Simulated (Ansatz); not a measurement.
Ansatz (an electronic-structure program) input:

Ansatz 0.2 input:
```yaml
crystal:
  lattice:
    - [4.0349689189, 0.0, 0.0]
    - [0.0, 4.0349689189, 0.0]
    - [0.0, 0.0, 8.9615918415]
  atoms:
    - { symbol: Ba, position: [0.0, 0.5, 0.8197297123] }
    - { symbol: Ba, position: [0.5, 0.0, 0.1802702877] }
    - { symbol: Cu, position: [0.5, 0.5, 0.5] }
    - { symbol: Cu, position: [0.0, 0.0, 0.5] }
    - { symbol: S, position: [0.0, 0.5, 0.3561326172] }
    - { symbol: S, position: [0.5, 0.0, 0.6438673828] }
    - { symbol: F, position: [0.5, 0.5, 0.0] }
    - { symbol: F, position: [0.0, 0.0, 0.0] }
kpoints:
  mp_grid: { grid: [6, 6, 3] }
basis: { xc_grid: 2 }
hamiltonian:
  xc: pbesol
  pseudopotentials: { azcp: { folder: ./paw }, kind: paw }
scf:
  occupations: { method: fixed }
output:
  optics: { e_range: [0.0, 15.0], de: 0.05, sigma: 0.1, bands: { spectra_wanted_up_to: 12 eV } }
```

Output (shortened):

```
output.optics: the spectra are integrated over the Brillouin zone by k·p interpolation around the k-points, where levels, occupations, output.optics.sigma and …
Pseudopotential: Ba, paw, valence charge 10
Pseudopotential: Cu, paw, valence charge 19
Pseudopotential: S, paw, valence charge 6
Pseudopotential: F, paw, valence charge 7
Functional definition: PBEsol
Crystal: 8 atoms, lattice volume = 145.903 Å³
Basis set: ecut = 420 eV, 2885 PW (Γ), exchange–correlation on 54×54×120 points (8 copies of the dense FFT grid, shifted against one another)
Bands: 51, of which v1, the nominal top of the filled ones, is band 42 counted from 1 (41 counted from 0)
Symmetry: 16 space group operations
Space group: P4/nmm (ITA 129), of the structure as read, at distance tolerance 5.3e-5 Å
k-points: 20 of 108
SCF iter   1: F=—  HF=-28337.558602 eV  |F-HF|=—  |Δ(HF+E_count)|=         —  Δρ=5.10e-1  dr2=1.06e3  ethr=3.10e-3  ⟨swp⟩=6.0  Hψ=4023  notcnv=0  defer=122
WARN: iter 1: σ=0 fill of 42 bands saw a band overlap (occupied 13.3151 eV > unoccupied 12.1812 eV) — on an unconverged iterate often a transient of an (band_overlap_at_count)
preconditioner: auto → Resta (q_TF=auto, 2.488 Å⁻¹)
SCF iter   2: F=—  HF=-28349.976575 eV  |F-HF|=—  |Δ(HF+E_count)|=    1.24e1  Δρ=8.27e-1  dr2=1.47e3  ethr=3.10e-3  ⟨swp⟩=8.0  Hψ=6361  notcnv=0  defer=113
SCF iter   3: F=—  HF=-28312.428142 eV  |F-HF|=—  |Δ(HF+E_count)|=    3.75e1  Δρ=3.00e-1  dr2=8.15e1  ethr=3.10e-3  ⟨swp⟩=5.5  Hψ=4138  notcnv=0  defer=120
SCF iter   4: F=—  HF=-28291.868096 eV  |F-HF|=—  |Δ(HF+E_count)|=    2.06e1  Δρ=1.60e-1  dr2=2.64e1  ethr=3.10e-3  ⟨swp⟩=3.5  Hψ=2504  notcnv=0  defer=135
SCF iter   5: F=—  HF=-28285.374334 eV  |F-HF|=—  |Δ(HF+E_count)|=    6.49e0  Δρ=4.08e-2  dr2=2.19e0  ethr=3.10e-3  ⟨swp⟩=3.2  Hψ=2373  notcnv=0  defer=136
SCF iter   6: F=—  HF=-28284.966985 eV  |F-HF|=—  |Δ(HF+E_count)|=   4.07e-1  Δρ=1.16e-2  dr2=2.81e-1  ethr=2.61e-3  ⟨swp⟩=2.0  Hψ=1432  notcnv=0  defer=131
SCF iter   7: F=—  HF=-28284.964926 eV  |F-HF|=—  |Δ(HF+E_count)|=   2.06e-3  Δρ=7.58e-3  dr2=6.97e-2  ethr=3.35e-4  ⟨swp⟩=3.2  Hψ=1753  notcnv=0  defer=140
SCF iter   8: F=—  HF=-28284.948890 eV  |F-HF|=—  |Δ(HF+E_count)|=   1.60e-2  Δρ=3.00e-3  dr2=1.45e-2  ethr=8.30e-5  ⟨swp⟩=2.2  Hψ=1776  notcnv=0  defer=140
SCF iter  17: F=-28284.946868 eV  HF=-28284.946868 eV  |F-HF|=0.00e0  |Δ(HF+E_count)|=  3.64e-12  Δρ=7.15e-8  dr2=4.84e-12  ethr=1.00e-12  ⟨swp⟩=13.8  Hψ=4777  notcnv=0
SCF 1 converged in 17 iterations: F = -28284.946868 eV  dr2 = 4.84e-12
NSCF: frozen V_eff on 20 k-points
Optics k sum: 0 of 20 k-points
Optics k sum: 1 of 20 k-points
Optics k sum: 2 of 20 k-points
Optics k sum: 3 of 20 k-points
Optics k sum: 4 of 20 k-points
Optics k sum: 5 of 20 k-points
Optics k sum: 6 of 20 k-points
Optics k sum: 7 of 20 k-points
Optics k sum: 8 of 20 k-points
Optics k sum: 9 of 20 k-points
Optics k sum: 10 of 20 k-points
Optics k sum: 11 of 20 k-points
Optics k sum: 12 of 20 k-points
Optics k sum: 13 of 20 k-points
Optics k sum: 14 of 20 k-points
Optics k sum: 15 of 20 k-points
Optics k sum: 16 of 20 k-points
Optics k sum: 17 of 20 k-points
Optics k sum: 18 of 20 k-points
Optics k sum: 19 of 20 k-points
Optics k sum: 20 of 20 k-points
Optics k sum: 0 of 20 k-points
Optics k sum: 1 of 20 k-points
Optics k sum: 2 of 20 k-points
Optics k sum: 3 of 20 k-points
Optics k sum: 4 of 20 k-points
Optics k sum: 5 of 20 k-points
Optics k sum: 6 of 20 k-points
Optics k sum: 7 of 20 k-points
Optics k sum: 8 of 20 k-points
Optics k sum: 9 of 20 k-points
Optics k sum: 10 of 20 k-points
Optics k sum: 11 of 20 k-points
Optics k sum: 12 of 20 k-points
Optics k sum: 13 of 20 k-points
Optics k sum: 14 of 20 k-points
Optics k sum: 15 of 20 k-points
Optics k sum: 16 of 20 k-points
Optics k sum: 17 of 20 k-points
Optics k sum: 18 of 20 k-points
Optics k sum: 19 of 20 k-points
Optics k sum: 20 of 20 k-points
NSCF: frozen V_eff on 1 k-points
NSCF: frozen V_eff on 1 k-points
NSCF: frozen V_eff on 1 k-points
output.optics: what the bands over the 86 summed would add to eps1, eps2 and the energy-loss function is held between a lower and an upper bound (12 Lanczos …
SCF converged after 17 iterations
Free energy (F): -28284.946868 eV
Harris-Foulkes:  -28284.946868 eV  (|F-HF|=0.00e0)
Internal energy: -28284.946868 eV  (E = F + TS)
E sigma→0 (E₀):  -28284.946868 eV
Fermi energy:    10.160580 eV
--- Per-component energies (eV) ---
  E_band       = -971.181315
  E_kinetic    = 1452.529506
  E_local      = -16185.893746  (includes V_loc(G=0)·N_el)
  E_nonlocal   = 2230.657900
  E_hartree    = 7037.226477
  E_xc         = -860.809600
  E_vxc        = -798.920271  (∫ρ·V_xc dr)
  E_paw        = -15366.760253  (= ΣΔE_a)
  E_vpaw       = -1744.010172  (= ΣTr[D̂ρ^β])
  E_aug_tail   = 0.002803  (compensation charges beyond the density's cutoff)
  E_ewald      = -6592.824021
  E_core_change = 0.924064  (= ΣΔE_core)
  E_smearing   =  0.000000  (= −TS)
  E_closure    =  0.000000  (closes the sum)
  Σ components = -28284.946868   (vs F -28284.946868, Δ=0.00e0)
  [band-id]    e_kinetic+e_local+e_nonlocal+2·e_hartree+e_vxc+e_vpaw+e_augmentation_tail = -971.181025   (vs E_band -971.181315, Δ=2.90e-4)
--- Band table (eV; the first three rows and the last of 20) ---
  k-point 0: bands = ["-101.3929", "-101.3910", "-58.9766", "-58.9740", "-58.9344", "-58.9344", "-58.9202", "-58.9202", "-17.1032", "-16.8368", "-13.3774", "-13.2256", "-3.7650", "-3.0553", "-2.1338", "-2.1338", "-1.8760", "-1.8760", "-1.6406", "-1.4122", …
  k-point 1: bands = ["-101.3928", "-101.3910", "-58.9766", "-58.9740", "-58.9344", "-58.9344", "-58.9202", "-58.9202", "-17.1027", "-16.8374", "-13.3772", "-13.2256", "-3.7971", "-2.9989", "-2.1333", "-2.1333", "-1.8765", "-1.8765", "-1.6649", "-1.4143", …
  k-point 2: bands = ["-101.3927", "-101.3911", "-58.9764", "-58.9742", "-58.9335", "-58.9334", "-58.9212", "-58.9211", "-17.0603", "-16.8266", "-13.3905", "-13.2637", "-3.7207", "-3.1405", "-2.1455", "-2.0930", "-1.9328", "-1.8675", "-1.6566", "-1.5195", …
  k-point 19: bands = ["-101.3919", "-101.3919", "-58.9753", "-58.9753", "-58.9358", "-58.9358", "-58.9190", "-58.9190", "-16.7494", "-16.7494", "-13.5120", "-13.5120", "-2.6459", "-2.6459", "-2.6310", "-2.6310", "-2.2617", "-2.2617", "-2.1579", "-2.1579", …
```

Cost: very roughly 3 core-minutes on shared cores.

The first step of the workflow began from a Materials Project structure, measured or hypothetical; the Crystallography Open Database copy checked does not list it. Whether it is the stable phase at ambient conditions was not checked. The cell was relaxed with PBEsol under the symmetry of its start; its stability against distortions is not shown here. No spin polarisation was allowed. No Hubbard U is applied. Scalar-relativistic: spin–orbit coupling is off unless named, which matters more the heavier the elements.

Potentials: the earlier of the program's two PAW sets. The files were generated under PBE; for other functionals the program regenerates the frozen cores, and for LDA and PBEsol the local potential too.

Ansatz is a plane-wave DFT program.
